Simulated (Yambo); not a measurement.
## Optical response of LiCl at -1.5 % isotropic strain

```
CELL_PARAMETERS angstrom
      0.00000     2.49337     2.49337
      2.49337     0.00000     2.49337
      2.49337     2.49337     0.00000
ATOMIC_POSITIONS crystal
  Li 0.00000 0.00000 0.00000
  Cl 0.50000 0.50000 0.50000
```

Yambo, RPA with local fields on PBEsol bands shifted by a G0W0 scissor of 2.89 eV; 18×18×18 mesh, 22 bands, 4 Ry local-field block, 0.2 eV broadening; field along x.

```tsv
E (eV)	Im ε	Re ε	Im ε, independent particles
0.0	0.00	2.53	0.00
0.5	0.00	2.54	0.00
1.0	0.00	2.54	0.00
1.5	0.01	2.55	0.01
2.0	0.01	2.57	0.01
2.5	0.01	2.59	0.01
3.0	0.01	2.62	0.02
3.5	0.01	2.65	0.02
4.0	0.02	2.69	0.02
4.5	0.02	2.73	0.03
5.0	0.02	2.79	0.03
5.5	0.03	2.86	0.04
6.0	0.04	2.94	0.05
6.5	0.04	3.04	0.06
7.0	0.06	3.17	0.07
7.5	0.07	3.33	0.10
8.0	0.10	3.54	0.13
8.5	0.14	3.82	0.18
9.0	0.23	4.25	0.29
9.5	0.53	5.00	0.65
10.0	1.85	5.76	2.27
10.5	3.42	5.03	4.11
11.0	3.95	3.96	4.77
11.5	4.13	3.46	5.47
12.0	4.54	2.76	6.76
12.5	4.05	1.36	6.59
13.0	3.99	1.36	7.54
13.5	3.40	0.92	6.20
14.0	3.16	0.71	5.45
14.5	2.87	0.86	4.71
15.0	3.14	0.59	4.15
15.5	3.01	0.44	3.22
16.0	2.84	-0.03	2.40
16.5	2.64	-0.24	1.95
17.0	2.32	-0.76	1.34
17.5	1.79	-0.86	1.06
18.0	1.24	-0.67	0.89
18.5	0.94	-0.51	0.75
19.0	0.88	-0.21	0.80
19.5	0.75	-0.11	0.71
20.0	0.70	0.04	0.72
```

Peak heights and small wiggles depend on the k mesh. Convergence of the RPA response with its 18×18×18 mesh was not tested. The scissor comes from a G0W0 run whose convergence isn't established. No excitonic effects at this level.

Geometry strained from the cell relaxed with PBEsol, atoms relaxed again.
